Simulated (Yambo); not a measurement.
Yambo run on a free-standing P monolayer (symmetry Pmna, slab cell 15.1 Å high). The wavefunctions are PBEsol (pw.x of Quantum ESPRESSO, ONCV potentials, no spin-orbit coupling) ones on a 4×6×1 mesh (10 occupied bands); a = 4.413 Å, b = 3.297 Å, c = 15.100 Å, α = β = γ = 90.00°.

Yambo input:

```
rim_cut
gw0
dyson
el_el_corr
HF_and_locXC
ppa
em1d
rim_w
RandQpts= 1000000
RandGvec= 2 Ry
CUTGeo= "slab z"
EXXRLvcs= 44 Ry
VXCRLvcs= 176 Ry
Chimod= "HARTREE"
% BndsRnXp
 1 | 202 |
%
NGsBlkXp= 8 Ry
% LongDrXp
 1.0 | 1.0 | 0.0 |
%
RandGvecW= 539 mRy
PPAPntXp= 27.2114 eV
% GbndRnge
 1 | 67 |
%
GTermKind= "none"
DysSolver= "n"
ExtendOut
% QPkrange
 1 | 1 | 10 | 11 |
%
```

k points by index: 1 = Γ.

Resulting energies as the program prints them:

```
#    K-point    Band    Eo [eV]    E [eV]    E-Eo [eV]    Vxc [eV]    Vnlxc [eV]    Sc|Eo [eV]    Sc|E [eV]    dSc/dw|Eo [eV]    Re(Z)    Im(Z)
#
    1    10    0.000000    -0.263085    -0.263085    -11.61442    -13.20701    1.218838    1.329505    -11.42281    0.704284    -0.005943
    1    11    0.724672    1.397169    0.672497    -9.865638    -6.289631    -2.630314    -2.903511    -11.04135    0.711301    -0.006388
```
(The two width columns are left out.) Convergence of these settings isn't established.

Geometry relaxed with PBEsol.
